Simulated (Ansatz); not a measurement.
The relaxed structure here is a generated cell of SiS2: the first start was made by placing the elements on the sites of a structure type, and the end was not matched to a known phase here, so it may be hypothetical.

The end point of a relaxation of SiS2. Method: r2SCAN (plane waves to 500 eV, PAW, scalar-relativistic; Ansatz, a program for electronic structure).

```
CELL_PARAMETERS angstrom
      0.00000     4.83590     4.83590
      4.83590     0.00000     4.83590
      4.83590     4.83590     0.00000
ATOMIC_POSITIONS crystal
  S  0.62500 0.62500 0.62500
  S  0.12500 0.62500 0.62500
  S  0.62500 0.12500 0.62500
  S  0.62500 0.62500 0.12500
  Si 0.75000 0.75000 0.75000
  Si 0.50000 0.50000 0.50000
```

Question: Determine the symmetry and give the standard cell with its independent sites.

Answer: Space group Fd-3m, origin choice 1 (No. 227); a = 9.672 Å, b = 9.672 Å, c = 9.672 Å, α = 90.00°, β = 90.00°, γ = 90.00°

```json
[
 {"atom": "S", "site": "16c", "symmetry": ".-3m", "x": "0.1250", "y": "0.1250", "z": "0.1250"},
 {"atom": "Si", "site": "8a", "symmetry": "-43m", "x": "0.0000", "y": "0.0000", "z": "0.0000"}
]
```

This is the AFLOW prototype A2B_cF24_227_c_a (C9, as in SiO2).

Question: Give the shortest distances between elements (the closest pairs, up to four, under 3.6 Å).

Answer: S–Si 2.09 Å; S–S 3.42 Å.

| Quantity | Value |
|---|---|
| Volume per atom | 37.70 Å³ |
| Band gap | no gap on the sampled points, where the bands overlap only slightly; such a result is sensitive to mesh and level |

No spin polarisation in the result.

The run could not lose the symmetry of its start: the end is stationary, and may be a saddle point rather than a minimum.

All atoms sit on sites fixed by symmetry, so only the cell could relax.
